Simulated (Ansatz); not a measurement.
Relaxed Te (trigonal-Te type, space group P3_121):

```xyz
3
Lattice="4.6235 0.0000 0.0000 -2.3118 4.0041 0.0000 0.0000 0.0000 5.9044" Properties=species:S:1:pos:R:3 pbc="T T T"
Te     1.1718     0.0000     1.9681
Te    -0.5859     1.0148     3.9362
Te     1.7259     2.9893     0.0000
```

Two-dimensional scan of atom 2 (Te, nearest neighbour Te at 2.827 Å; its periodic images, 4.6 Å or more away, move with it): u runs along (0.707, 0.707, 0.000), v along (0.000, 0.000, 1.000) (Cartesian). Cell and other atoms are fixed.

Computed with r2SCAN (plane waves to 500 eV, PAW, scalar-relativistic; Ansatz, a program for electronic structure). k mesh 7×7×5 (Γ-centred), Fermi-Dirac smearing 0.05 eV. Points where atoms come too close for the PAW data are left out (x in tables, blank in figures). As the smearing reaches across the gap at some points, energies and forces of such displacements shift with the k mesh and the smearing. Fu and Fv are the components of the force on the atom. Spin-orbit coupling is left out, though Te is heavy. Te was relaxed with its symmetry unable to fall. The PAW data are Ansatz's earlier set. The last digit holds for this mesh only.

Changes of Fv (eV/Å) from the point u = 0.000 Å, v = 0.000 Å when one coordinate moves alone (two changes are said to add if the coupling is within 5 % of the smaller one, nearly so within 20 %):

```json
[
 {"point": "u = 0.000 Å, v = -0.930 Å", "change": "5.821"},
 {"point": "u = 0.000 Å, v = -0.620 Å", "change": "3.738"},
 {"point": "u = 0.000 Å, v = -0.310 Å", "change": "1.791"},
 {"point": "u = -0.930 Å, v = 0.000 Å", "change": "-2.035"},
 {"point": "u = -0.620 Å, v = 0.000 Å", "change": "-1.226"},
 {"point": "u = -0.310 Å, v = 0.000 Å", "change": "-0.478"},
 {"point": "u = 0.310 Å, v = 0.000 Å", "change": "0.125"},
 {"point": "u = 0.620 Å, v = 0.000 Å", "change": "-0.067"},
 {"point": "u = 0.930 Å, v = 0.000 Å", "change": "-0.385"},
 {"point": "u = 0.000 Å, v = 0.310 Å", "change": "-1.791"},
 {"point": "u = 0.000 Å, v = 0.620 Å", "change": "-3.738"},
 {"point": "u = 0.000 Å, v = 0.930 Å", "change": "-5.821"}
]
```

Problem. What is the change at u = 0.310 Å, v = -0.310 Å, where both move, and how far is it from the sum?

Solution. The sum of the single changes is 0.125 + (1.791) = 1.916; the calculation gives 1.857, so the coupling contributes -0.059 (over 20 % of the smaller single change, not additive).

Problem. What is the change at u = 0.930 Å, v = -0.310 Å, where both move, and how far is it from the sum?

Solution. The sum of the single changes is -0.385 + (1.791) = 1.406; the calculation gives 1.403, so they add (within 5 % of the smaller single change).

(For displaced atoms, the force is minus the slope of the energy, and its curvature is a force constant, which sets phonon frequencies.)
